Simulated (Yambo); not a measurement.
A G0W0@LDA run in Yambo for SiC (zinc blende, space group F-43m, No. 216) (6×6×6 Γ-centred k mesh, 76 bands and a 14 Ry block in the screening, 76 bands in G with the Bruneval-Gonze terminator, plasmon pole fitted at 27.2 eV) gives these matrix elements, in eV, at the band edges (Γ → X):

```
state               E0    <Vxc>     <Σx>  <Σc(E0)>      Z
---------------  -----  -------  -------  --------  -----
valence edge     0.000  -14.898  -17.561     1.794  0.797
conduction edge  1.310  -10.771   -6.543    -3.921  0.823
```

Question: Solve the linearised quasiparticle equation for both states, give the gap, and say how exchange and correlation each act on it.

Answer: E = E0 + Z(Σx + Σc − Vxc). Valence: 0.000 + 0.797 × (-17.561 + (1.794) − (-14.898)) = -0.69 eV. Conduction: 1.310 + 0.823 × (-6.543 + (-3.921) − (-10.771)) = 1.56 eV. The gap is 2.26 eV, against 1.31 eV in LDA. Replacing Vxc by bare exchange alone would open it by 6.89 eV; correlation takes back 5.71 eV of that, and Z scales what is left. Nearest settings tried, and what they do to the gap: 58 bands in W, 58 bands in G: -5 meV; 11 Ry block (89 vectors against 137): -48 meV; 8×8×8 mesh: +9 meV. So the settings aren't converged at that level. 

Geometry relaxed with LDA; primitive cell a = b = c = 3.059 Å, α = β = γ = 60.00°.
